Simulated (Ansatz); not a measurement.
GdMg:
```yaml
crystal:
  lattice:
    - [3.83468, 0.00000, 0.00000]
    - [0.00000, 3.83468, 0.00000]
    - [0.00000, 0.00000, 3.83468]
  atoms:
    - { symbol: Gd, position: [0.50000, 0.50000, 0.50000] }
    - { symbol: Mg, position: [0.00000, 0.00000, 0.00000] }
```
The run is spin-polarised; directions of the spins, atom by atom: ↑ 0.

Relaxed with r²SCAN.

Problem. Give the Bader charges and basin volumes of the independent atoms, DFT-r²SCAN in the program Ansatz with PAW potentials.

Solution. 

| atom | Bader charge (e) | Bader volume (Å³) |
|---|---|---|
| Gd1 | +0.59 | 28.6 |
| Mg2 | -0.59 | 27.8 |

Space group Pm-3m (CsCl type). The first step of the workflow began from a Materials Project structure, measured or hypothetical; the Crystallography Open Database files this formula in space group No. 221, but the cells were not matched. Whether it is the stable phase at ambient conditions was not checked. The cell was relaxed with r²SCAN under the symmetry of its start; whether a distortion lowers the energy is not shown. Spin order of the final state: ferromagnetic, chosen from 3 collinear starts compared on coarse meshes (ties went to the first, and starts can fall back to one state), not a proven ground state. Caveat: open 4f shells can settle in a state that is not the lowest. Other orbital occupations within this spin state were not tried. No Hubbard U is applied. Scalar-relativistic: spin–orbit coupling is off unless named, which matters more the heavier the elements.

Potentials: the later of the program's two PAW sets.
